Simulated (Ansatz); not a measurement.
Screening candidate structures of In4Ru

The calculation used DFT PBE, scalar-relativistic, plane waves, PAW (Ansatz 0.2.0). The screen uses 420 eV, coarse Γ-centred meshes (up to 0.6 Å⁻¹ on the start cell), Gaussian smearing of 0.2 eV, tolerances of 0.08 eV/Å and 0.8 GPa and 16 steps at most, with the symmetry of each start kept. No spin polarisation. Energies are free energies per atom, good to about 0.1 eV/atom between metallic cells, end volumes are rough, and groups of ends are read at 0.1 Å.

The candidates are structure types from databases with the species swapped, cells proposed by chemical analogy and random cells on Wyckoff sites, with guessed sizes.

| # | made from | sites | V start (Å³/atom) |
| --- | --- | --- | --- |
| 1 | Mn4N cell (Pm-3m) | In 1b, 3c; Ru 1a | 21.5 |
| 2 | random sites (I4/mmm) | In 8h; Ru 2b | 26.1 |
| 3 | proposed by analogy (I4/m) | In 8h; Ru 2a | 22.0 |
| 4 | Ni4N cell (Pm-3m) | In 1a, 3c; Ru 1b | 23.4 |
| 5 | OsCl4 cell (Cmmm) | In 4j, 4g; Ru 2a | 20.9 |
| 6 | random sites (F-43m) | In 16e; Ru 4c | 28.2 |
| 7 | proposed by analogy (I4/mmm) | In 4e, 4e; Ru 2a | 22.0 |
| 8 | random sites (P6/mmm) | In 3f, 1a; Ru 1b | 24.0 |
| 9 | CrGa4 cell (Im-3m) | In 8c; Ru 2a | 23.6 |
| 10 | random sites (I4/mmm) | In 8h; Ru 2a | 24.2 |
| 11 | GeF4 cell (I-43m) | In 8c; Ru 2a | 29.0 |
| 12 | random sites (P4/mmm) | In 1b, 2g, 1a; Ru 1c | 27.9 |
| 13 | random sites (P4/mmm) | In 4i; Ru 1a | 22.9 |
| 14 | random sites (P4/mmm) | In 4o; Ru 1c | 27.8 |
| 15 | proposed by analogy (Im-3m) | In 8c; Ru 2a | 22.0 |
| 16 | random sites (I4/mmm) | In 8i; Ru 2a | 24.1 |
| 17 | random sites (I4/mmm) | In 8f; Ru 2a | 27.4 |
| 18 | Co4H cell (P-3m1) | In 2d, 2d; Ru 1a | 20.7 |
| 19 | proposed by analogy (P4/nbm) | In 8m; Ru 2a | 22.0 |
| 20 | random sites (P6/mmm) | In 4h; Ru 1a | 23.3 |

**Question.** What does the screen give?

**Answer.** The lowest end has space group Im-3m (No. 229) and 24.8 Å³/atom; candidates 9, 11, 15 and 17 all fall into it. The lowest start before relaxing, candidate 9, is one of them. 2 other ends lie within 0.1 eV/atom of it, so the top isn't resolved yet.

```tsv
#	E start (eV/atom)	E end (eV/atom)	end group	V end (Å³/atom)	finished	same end as
17	0.09	0.00	Im-3m	24.8	yes	-
11	3.19	0.00	Im-3m	24.7	yes	17
9	0.01	0.00	Im-3m	24.9	yes	17
15	0.09	0.00	Im-3m	24.9	yes	17
13	0.70	0.07	P4/mmm	25.3	yes	-
19	0.16	0.07	P4/mmm	25.3	yes	13
7	0.39	0.10	I4/mmm	23.0	yes	-
4	0.30	0.12	Pm-3m	27.8	yes	-
14	2.33	0.14	P4/mmm	34.4	yes	-
18	0.70	0.17	P-3m1	23.0	yes	-
5	1.62	0.21	Cmmm	25.3	yes	-
3	0.30	0.25	I4/m	21.2	yes	-
2	1.22	0.41	I4/mmm	26.2	yes	-
10	1.37	0.41	I4/mmm	26.1	yes	2
20	0.57	0.46	P6/mmm	24.0	yes	-
12	2.27	0.63	P4/mmm	32.1	yes	-
16	2.54	0.68	I4/mmm	34.3	yes	-
6	1.06	0.77	F-43m	26.1	yes	-
8	5.47	1.06	P6/mmm	34.4	yes	-
1	2.07	1.39	Pm-3m	30.9	yes	-
```

Energies count from the lowest end; groups are read at 0.1 Å. Ends are matched loosely, so a merged end can be a slightly distorted copy, and ends listed apart can be strained forms of one structure.

The runs shown took about 8.3 CPU minutes on Intel(R) Xeon(R) Platinum 8488C (Sapphire Rapids), a shared host. Some candidate types were left out of the draw beforehand, so a known form may be missing.
